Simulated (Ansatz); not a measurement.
The relaxed structure here is a generated cell of SiRu: the first start was made by placing the elements on the sites of a structure type, and the end was not matched to a known phase here, so it may be hypothetical.

One stationary structure of SiRu. Method: PBEsol (plane waves to 420 eV, PAW, scalar-relativistic; Ansatz, an electronic-structure program).

```cif
data_Ru6Si6
_chemical_formula_sum 'Si6 Ru6'
_space_group_name_H-M_alt 'P 1'
_space_group_IT_number 1
_cell_length_a 4.01575
_cell_length_b 4.01575
_cell_length_c 12.25650
_cell_angle_alpha 90.000
_cell_angle_beta 90.000
_cell_angle_gamma 120.000
loop_
_space_group_symop_operation_xyz
  'x, y, z'
loop_
_atom_site_label
_atom_site_type_symbol
_atom_site_fract_x
_atom_site_fract_y
_atom_site_fract_z
_atom_site_occupancy
Si1 Si 0.00000 0.00000 0.54389 1
Si2 Si 0.00000 0.00000 0.04389 1
Si3 Si 0.66667 0.33333 0.34010 1
Si4 Si 0.33333 0.66667 0.84010 1
Si5 Si 0.66667 0.33333 0.72457 1
Si6 Si 0.33333 0.66667 0.22457 1
Ru1 Ru 0.00000 0.00000 0.33724 1
Ru2 Ru 0.00000 0.00000 0.83724 1
Ru3 Ru 0.66667 0.33333 0.15800 1
Ru4 Ru 0.33333 0.66667 0.65800 1
Ru5 Ru 0.66667 0.33333 0.51989 1
Ru6 Ru 0.33333 0.66667 0.01989 1
```

### Question
Determine the symmetry and give the standard cell with its independent sites.

### Answer
Space group P6₃mc (No. 186); a = 4.0158 Å, b = 4.0158 Å, c = 12.2565 Å, α = 90.00°, β = 90.00°, γ = 120.00°

```tsv
atom	site	symmetry	x	y	z
Si	2a	3m.	0.0000	0.0000	0.0439
Si	2b	3m.	0.6667	0.3333	0.3401
Si	2b	3m.	0.3333	0.6667	0.2246
Ru	2a	3m.	0.0000	0.0000	0.3372
Ru	2b	3m.	0.6667	0.3333	0.1580
Ru	2b	3m.	0.3333	0.6667	0.0199
```

### Question
Give the shortest distances between elements (the closest pairs, up to four, under 3.6 Å).

### Answer
Ru–Si 2.20 Å; Si–Si 2.72 Å; Ru–Ru 2.87 Å.

```json
{
 "volume_per_atom": "14.26 Å³",
 "band_gap": "no gap (metallic)"
}
```

No spin polarisation in the result.

The run could not lose the symmetry of its start, so the end can be a saddle point.
